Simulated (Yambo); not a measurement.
Given:

```xyz
8
Lattice="3.0230 -4.2767 0.0000 3.0230 4.2767 0.0000 0.0000 0.0000 3.0281" Properties=species:S:1:pos:R:3 pbc="T T T"
O      3.0230     2.1112     0.0000
O      3.0230    -2.1112     0.0000
O      4.4986     0.0000     1.5140
O      1.5474     0.0000     1.5140
Mg     3.0230     0.0000     0.0000
Mg     1.5115     2.1384     1.5140
Mg     1.5115    -2.1384     1.5140
Zn     0.0000     0.0000     0.0000
```

Workflow: LDA (pw.x of Quantum ESPRESSO, ONCV potentials, no spin-orbit coupling), then G0W0 in Yambo (2×2×4 Γ-centred k mesh, bands 8 to 167 and a 8 Ry block in the screening, 167 bands in G with the Bruneval-Gonze terminator, plasmon pole fitted at 27.2 eV).

### Question
Give the LDA and G0W0 gaps between the band edges found on this mesh, and say where the edges lie.

### Answer
Edges: (0, -0.5, 0) → Γ. LDA: 3.13 eV; G0W0: 5.38 eV. Nearest settings tried, and what they do to the gap: 115 bands in G: +10 meV; 115 bands in W, 115 bands in G: +70 meV; 7 Ry block (175 vectors against 219): -39 meV. Not varied: mesh. So the settings aren't converged at that level. Oxides, nitrides and fluorides with a shallow 3d shell are known to need far more bands and larger blocks. 

Geometry of the Materials Project entry, not relaxed at this level.

The structure is a Materials Project entry; no match was found in the copy of COD used, and its stability was not checked.
